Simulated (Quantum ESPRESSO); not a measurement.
```yaml
crystal:
  lattice:
    - [5.21946, 0.00000, 0.00000]
    - [0.00000, 5.00476, 0.00000]
    - [0.00000, 0.00000, 5.03269]
  atoms:
    - { symbol: Hf, position: [0.03301, 0.26748, 0.24144] }
    - { symbol: Hf, position: [0.96699, 0.73252, 0.74144] }
    - { symbol: Hf, position: [0.46699, 0.26748, 0.74144] }
    - { symbol: Hf, position: [0.53301, 0.73252, 0.24144] }
    - { symbol: O, position: [0.36787, 0.07135, 0.37927] }
    - { symbol: O, position: [0.63213, 0.92865, 0.87927] }
    - { symbol: O, position: [0.13213, 0.07135, 0.87927] }
    - { symbol: O, position: [0.86787, 0.92865, 0.37927] }
    - { symbol: O, position: [0.73395, 0.46012, 0.49229] }
    - { symbol: O, position: [0.26605, 0.53988, 0.99229] }
    - { symbol: O, position: [0.76605, 0.46012, 0.99229] }
    - { symbol: O, position: [0.23395, 0.53988, 0.49229] }
```
The cell comes from the Materials Project (a computed structure). It is HfO2 in Pca2₁. Stability against distortions was not tested. The run has no spin polarisation.

A lattice sum over point charges, one formal value an element (Hf +4, O -2), with no Sternheimer factor, costs far less than a self-consistent run. Taken along the main axis of each site's self-consistent tensor, it gives:

```csv
site,"V along that axis, point charges (a.u.)"
"Hf (atoms 1, 2, 3, 4)",0.011
"O1 (atoms 5, 6, 7, 8)",-0.130
"O2 (atoms 9, 10, 11, 12)",0.007
```

Question: How do the values of PBE PAW (JTH datasets; density from pw.x of a modified build of Quantum ESPRESSO, gradients reconstructed from it by a script) compare?

Answer: 
```
site  Vzz, PAW (a.u.)  PAW over point charges
----  ---------------  ----------------------
Hf              1.076                      98
O1             -0.274                     2.1
O2              0.235                      34
```
  Cores are frozen. Against all-electron runs on small test molecules, this scheme's |Vzz| missed by −2 to +6 % on O. Hf had no test against all-electron runs. Spin–orbit coupling is left out, a limit on Hf.
